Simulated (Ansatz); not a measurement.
Suppose Ti4C3 takes space group Pm-3m (No. 221), with Ti on 1a and 3c; C on 3d.

These are results of DFT PBE, scalar-relativistic, plane waves, PAW in Ansatz, not measurements. Cutoff 420 eV, Γ-centred mesh, Gaussian smearing, no spin polarisation.

The zero of energy is the elements' standard structures at the same level; no fitted shifts are applied.

**Question.** Give the relaxed lattice parameters and positions.

**Answer.**

Space group Pm-3m (No. 221). a = 4.310 Å, b = 4.310 Å, c = 4.310 Å, α = 90.00°, β = 90.00°, γ = 90.00°
| atom | site | symmetry | x | y | z |
| --- | --- | --- | --- | --- | --- |
| Ti | 1a | m-3m | 0.0000 | 0.0000 | 0.0000 |
| Ti | 3c | 4/mm.m | 0.0000 | 0.5000 | 0.5000 |
| C | 3d | 4/mm.m | 0.5000 | 0.0000 | 0.0000 |

Ti on a site of symmetry m-3m is surrounded by 6 C at 2.16 Å; Ti on a site of symmetry 4/mmm has 4 C at 2.16 Å; around C lie 6 Ti at 2.16 Å.

**Question.** Where does its energy lie, and is it a metal?

**Answer.** The formation energy is −0.70 eV/atom. The gap on the 10×10×10 mesh of the 7-atom cell is 0 eV (a metal). Whether it is stable depends on the other phases of the system, which aren't compared here.

The last run used Gaussian smearing of 0.10 eV. The reference form of C is held partly by dispersion forces, which this level lacks. Symmetry constrained the relaxation, so the result can be a saddle point.
